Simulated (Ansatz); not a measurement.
The cell below belongs to a search over invented structures; it isn't taken from experiment.

Input and command of a plane-wave DFT calculation in Ansatz:

```yaml
crystal:
  lattice:
    - [5.16551474, 0.0, 0.0]
    - [-2.58275737, 4.47346699, 0.0]
    - [0.0, 0.0, 3.65863631]
  atoms:
    - { symbol: In, position: [0.0, 0.0, 0.0] }
    - { symbol: Sb, position: [0.66666667, 0.33333333, 0.5] }
    - { symbol: Sb, position: [0.33333333, 0.66666667, 0.5] }
basis:
  ecutwfc: 420
kpoints:
  mp_grid: { grid: [12, 12, 12] }
hamiltonian:
  xc: pbe
scf:
  occupations: { method: gaussian, width: 0.1 }
output:
  forces: true
  stress: true
  eigenvalues: true
  write_density: true
  write_potential: true
  elf: true
  volumetric_format: npy
relax:
  adjacent_minimum: "off"
  f_tol: 0.01
  max_steps: 80
  cell: { stress_tol: 0.05 }
```

```bash
ansatz run input.yaml --threads 1 --pin off --max-ram 2560MiB --backend cpu --events-out ev --progress --plain --runs-dir out
```

Processor: Arm Neoverse V2, 1 thread, on a host shared with other jobs.

Task: How long does it run, and how much memory does it take?

Result: About 110 s, peak memory 0.53 GiB. It solves 26 bands at 133 k points (after reduction by symmetry) with about 1697 plane waves (on the last cell), in 37 SCF iterations over 7 ionic steps.
